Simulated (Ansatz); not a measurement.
K3SbS4:
```
K3SbS4
1.0
    5.15859    -5.48279     0.00000
    5.15859     5.48279     0.00000
    0.00000     0.00000     7.47009
K Sb S
6 2 8
Direct
  0.29393   0.70607   0.97940
  0.70607   0.29393   0.47940
  0.74639   0.80254   0.48987
  0.25361   0.19746   0.98987
  0.19746   0.25361   0.48987
  0.80254   0.74639   0.98987
  0.24504   0.75496   0.48037
  0.75496   0.24504   0.98037
  0.56658   0.43342   0.82953
  0.43342   0.56658   0.32953
  0.91512   0.08488   0.77142
  0.08488   0.91512   0.27142
  0.58446   0.04499   0.16087
  0.41554   0.95501   0.66087
  0.95501   0.41554   0.16087
  0.04499   0.58446   0.66087
```

Relaxed with LDA. Special points in fractions of this cell's reciprocal vectors: Γ (0.000, 0.000, 0.000); Y (-0.500, 0.500, 0.000); C0 (-0.471, 0.529, 0.000); Σ0 (0.471, 0.471, 0.000); Z (0.000, 0.000, 0.500); A0 (0.471, 0.471, 0.500); E0 (-0.471, 0.529, 0.500); T (-0.500, 0.500, 0.500); S (0.000, 0.500, 0.000); R (0.000, 0.500, 0.500).

Problem. List the band energies nearest the valence-band maximum at these points for DFT-LDA in the program Ansatz with PAW potentials.

Solution. In eV from the valence-band maximum; about four levels below and three above (degenerate sets whole), none deeper than 8.9 eV; points with the same levels are listed once.

| k | below | above |
|---|---|---|
| Γ | -0.28 -0.07 -0.05 0.00 | 2.08 2.10 3.93 3.94 |
| Y | -0.45 -0.45 -0.32 -0.27 | 2.36 2.40 3.84 |
| C0 | -0.44 -0.44 -0.33 -0.27 | 2.37 2.40 3.85 |
| Z | -0.37 -0.37 -0.23 -0.23 | 2.45 2.45 4.27 4.27 |
| A0 | -0.55 -0.55 -0.52 -0.52 | 2.31 2.31 4.03 4.03 |
| T | -0.56 -0.56 -0.53 -0.53 | 2.31 2.31 4.06 4.06 |
| S | -0.36 -0.31 -0.25 -0.24 | 2.44 2.45 4.20 |
| R | -0.40 -0.40 -0.33 -0.33 | 2.40 2.40 3.85 3.85 |

Space group Cmc2_1. The workflow started from a Materials Project entry (that database holds measured and hypothetical structures alike); the Crystallography Open Database files this formula in space group No. 36, but the cells were not matched. Whether it is the stable phase at ambient conditions was not checked. Symmetry was held in the LDA relaxation; whether a distortion lowers the energy is not shown. Scalar-relativistic: spin–orbit coupling is off unless named, which matters more the heavier the elements.

Potentials: the later of the program's two PAW sets.
